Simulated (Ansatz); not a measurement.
BaSi₂ (fluorite, space group No. 225), plane-wave PAW PBE (Ansatz code), all energies at zero smearing, with the estimated change up to a 700 eV cutoff added, with one set of potentials and settings (totals compare only within such a set). Cell of 3 atoms (1 Ba, 2 Si): -7218.872 eV.

```json
[
 {"element": "Ba", "reference phase": "Im-3m, 1 atoms in the cell", "E (eV/atom)": "-5949.5401"},
 {"element": "Si", "reference phase": "Fd-3m, 2 atoms in the cell", "E (eV/atom)": "-635.8096"}
]
```

Formation energy per atom, worked out: (-7218.872 − 1×(-5949.5401) − 2×(-635.8096))/3 = 0.762 eV/atom (74 kJ per mol of atoms), at 0 K, without zero-point energy or fitted corrections.

Space group Fm-3m (fluorite). A made-up cell: these elements were put on the sites of a structure type; neither database checked (COD, Materials Project) lists it. COD files the formula under space group No. 62, 191, so this cell is another polymorph or a model. Its standing as an ambient phase is unchecked. The cell was relaxed with PBE under the symmetry of its start; whether a distortion lowers the energy is not shown. The references are the lowest solids computed at this level, not always the standard phases. Spin–orbit coupling is left out wherever it is not named.

Potentials: the later of the program's two PAW sets.
